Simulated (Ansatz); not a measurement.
ZrC (rock salt)

```yaml
crystal:
  lattice:
    - [0.00000, 2.33447, 2.33447]
    - [2.33447, 0.00000, 2.33447]
    - [2.33447, 2.33447, 0.00000]
  atoms:
    - { symbol: C, position: [0.00000, 0.00000, 0.00000] }
    - { symbol: Zr, position: [0.50000, 0.50000, 0.50000] }
```

The slice is a {111} plane (indices of the conventional cell) through the point (0.500, 0.500, 0.500) (fractional), spanned by u = [100] and v = [-1 2 0] in vectors of this cell: u (3.30 Å) and v (5.72 Å, at 90° to u). It covers one period; positions are fractions (u, v).

The numbers are results of PBEsol (plane waves to 420 eV, PAW, scalar-relativistic; Ansatz, an electronic-structure program), not measurements. k mesh 17×17×17. These are valence fields of a PAW run, semicore shells included where kept as valence: close to a nucleus they are smooth pseudo fields. ZrC is run without spin polarisation. ZrC was relaxed with its symmetry unable to fall.

Predict the map of the valence electron density on the slice.


```
|99999988552200000000002255889999|
|99999977442200000000002244779999|
|88887755331100000000001133557788|
|66664433110000000000000011334466|
|33332211000000000000000000112233|
|11110000000000000000000000000011|
|00000000000000000000000000000000|
|00000000000000111111000000000000|
|00000000001122333333221100000000|
|00000000113344666666443311000000|
|00000011335577888888775533110000|
|00000022447799999999997744220000|
|00000022558899999999998855220000|
|00000033668899998899998866330000|
|00000022558899999999998855220000|
|00000022447799999999997744220000|
|00000011335577888888775533110000|
|00000000113344666666443311000000|
|00000000001122333333221100000000|
|00000000000000111111000000000000|
|00000000000000000000000000000000|
|11110000000000000000000000000011|
|33332211000000000000000000112233|
|66664433110000000000000011334466|
|88887755331100000000001133557788|
|99999977442200000000002244779999|
|99999988552200000000002255889999|
|88999988663300000000003366889999|
```
Scale: ten equal steps from -0.76 (start of '0') to 0.62 (end of '9'), in the order '0123456789'. Values: log₁₀ of the valence density in e/Å³. The map has 16 points along u (two characters each, u = 0 at the left) and 28 along v (v = 0 in the bottom row). The scale is logarithmic, as a density can span decades between atoms and voids.
